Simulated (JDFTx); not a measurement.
Au(110) slab cut from bulk Au (space group Fm-3m, indices of the conventional cell, lattice of the Materials Project entry mp-81, not re-optimised): 8 atoms in 8 planes, a 1x1 cell of 12.30 Å² (|a| = 2.950, |b| = 4.171 Å), 10.1 Å between the outermost planes, cell height 26.3 Å, 8×6×1 k mesh, Fermi smearing 0.01 Ha, no spin polarisation.

Profiles through the double layer of this slab, charged, in CANDLE, water, 0.5 M NaCl; PBE, GBRV ultrasoft potentials, plane waves to 20/100 Ha, JDFTx (a modified build). z is the height above the outermost atoms, φ the plane-averaged electrostatic potential energy of an electron (zero in the bulk liquid), ρ_b the bound charge of solvent and ions, s the cavity shape function (0 in the solid, 1 in the liquid).

```json
[
 {"z (Å)": "0.84", "n (e/Å³)": "0.1829", "s": "0.00", "φ (eV)": "-1.832", "ρ_b (10⁻³ e/Å³)": "-0.09"},
 {"z (Å)": "1.31", "n (e/Å³)": "0.0412", "s": "0.00", "φ (eV)": "-1.073", "ρ_b (10⁻³ e/Å³)": "-1.86"},
 {"z (Å)": "1.78", "n (e/Å³)": "0.0093", "s": "0.02", "φ (eV)": "-0.294", "ρ_b (10⁻³ e/Å³)": "-6.56"},
 {"z (Å)": "2.25", "n (e/Å³)": "0.0021", "s": "0.15", "φ (eV)": "-0.079", "ρ_b (10⁻³ e/Å³)": "-2.23"},
 {"z (Å)": "2.72", "n (e/Å³)": "0.0005", "s": "0.43", "φ (eV)": "-0.055", "ρ_b (10⁻³ e/Å³)": "0.16"},
 {"z (Å)": "3.19", "n (e/Å³)": "0.0001", "s": "0.73", "φ (eV)": "-0.045", "ρ_b (10⁻³ e/Å³)": "0.05"},
 {"z (Å)": "3.66", "n (e/Å³)": "0.0000", "s": "0.95", "φ (eV)": "-0.040", "ρ_b (10⁻³ e/Å³)": "0.00"},
 {"z (Å)": "4.13", "n (e/Å³)": "0.0000", "s": "1.00", "φ (eV)": "-0.036", "ρ_b (10⁻³ e/Å³)": "0.00"},
 {"z (Å)": "4.60", "n (e/Å³)": "0.0000", "s": "1.00", "φ (eV)": "-0.032", "ρ_b (10⁻³ e/Å³)": "-0.01"},
 {"z (Å)": "5.07", "n (e/Å³)": "0.0000", "s": "1.00", "φ (eV)": "-0.029", "ρ_b (10⁻³ e/Å³)": "-0.01"},
 {"z (Å)": "5.53", "n (e/Å³)": "0.0000", "s": "1.00", "φ (eV)": "-0.026", "ρ_b (10⁻³ e/Å³)": "-0.01"},
 {"z (Å)": "6.00", "n (e/Å³)": "0.0000", "s": "1.00", "φ (eV)": "-0.023", "ρ_b (10⁻³ e/Å³)": "-0.01"},
 {"z (Å)": "6.47", "n (e/Å³)": "0.0000", "s": "1.00", "φ (eV)": "-0.021", "ρ_b (10⁻³ e/Å³)": "-0.01"},
 {"z (Å)": "6.94", "n (e/Å³)": "0.0000", "s": "1.00", "φ (eV)": "-0.019", "ρ_b (10⁻³ e/Å³)": "-0.01"},
 {"z (Å)": "7.41", "n (e/Å³)": "0.0000", "s": "1.00", "φ (eV)": "-0.017", "ρ_b (10⁻³ e/Å³)": "0.00"},
 {"z (Å)": "7.88", "n (e/Å³)": "0.0000", "s": "1.00", "φ (eV)": "-0.015", "ρ_b (10⁻³ e/Å³)": "0.00"}
]
```

Q: Is the electrode positively or negatively charged, and roughly by how much?

A: Positively: σ = 8.0 μC/cm² per face. The liquid's bound charge is of the opposite sign overall, and far from the surface φ decays with the screening length (4.3 Å).
